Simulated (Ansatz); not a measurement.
Data:

MoP2:
```yaml
crystal:
  lattice:
    - [1.56203, -5.56985, 0.00000]
    - [1.56203, 5.56985, 0.00000]
    - [0.00000, 0.00000, 4.95365]
  atoms:
    - { symbol: Mo, position: [0.90677, 0.09323, 0.49775] }
    - { symbol: Mo, position: [0.09323, 0.90677, 0.99775] }
    - { symbol: P, position: [0.56991, 0.43009, 0.37987] }
    - { symbol: P, position: [0.43009, 0.56991, 0.87987] }
    - { symbol: P, position: [0.29681, 0.70319, 0.19739] }
    - { symbol: P, position: [0.70319, 0.29681, 0.69739] }
```

This is the PBEsol-relaxed structure.

Q: All from PBEsol in the plane-wave PAW code Ansatz, unless another level is named. Estimate the electronic character.

A: metallic (no gap).

Q: Give the formation energy from the elements (no fitted shifts).

A: -0.64 eV/atom.

Q: Next, the density of states at the Fermi level?

A: 0.18 states/eV per atom (mean over ±0.08 eV).

Q: Give the gap with spin–orbit coupling.

A: none (metallic).

Space group Cmc2_1. The first step of the workflow began from a Materials Project structure, measured or hypothetical; the Crystallography Open Database copy checked does not list it. Whether it is the stable phase at ambient conditions was not checked. The PBEsol relaxation kept the symmetry of its start; whether a distortion lowers the energy is not shown. The run is not spin-polarised. The references are the lowest solids computed at this level, not always the standard phases. Spin–orbit coupling is left out wherever it is not named.

Potentials: the earlier of the program's two PAW sets. The files were generated under PBE; for other functionals the program regenerates the frozen cores, and for LDA and PBEsol the local potential too.
